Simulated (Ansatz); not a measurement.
## Cu: from a starting cell to a relaxed one

The start is a generated cell, Cu built in the AFLOW prototype A_oP8_62_2c (A_c). The structure is fully relaxed (lattice and positions, P = 0) with r2SCAN (plane waves to 500 eV, PAW, scalar-relativistic; Ansatz, an electronic-structure program). The first steps use a coarse 6×8×8 k-mesh.

Starting cell:
```
Cu
1.0
    5.65645     0.00000     0.00000
    0.00000     4.00951     0.00000
    0.00000     0.00000     4.14874
Cu
8
Cartesian
  2.62459   1.00238   1.21143
  5.45281   1.00238   0.86294
  3.03186   3.00714   2.93731
  0.20363   3.00714   3.28580
  1.02382   1.00238   2.72987
  3.85204   1.00238   3.49324
  4.63263   3.00714   1.41887
  1.80441   3.00714   0.65550
```

Initial pressure: +14.8 GPa (positive: the cell is compressed)
Largest initial force: 2.02 eV/Å, on Cu5, Cu6, Cu7, Cu8 (atoms numbered as listed)
Energy released: 0.43 eV/atom
Band gap at the end: no gap (metallic)
Optimiser moves: 11

Final values are on a 23×23×23 k-mesh of the relaxed cell. No spin polarisation in the result.

The run could not lose the symmetry of its start, so the end can be a saddle point.

The relaxed structure here is a generated cell of Cu: the first start was made by placing the elements on the sites of a structure type, and the end was not matched to a known phase here, so it may be hypothetical. Known forms of Cu include space group No. 225.
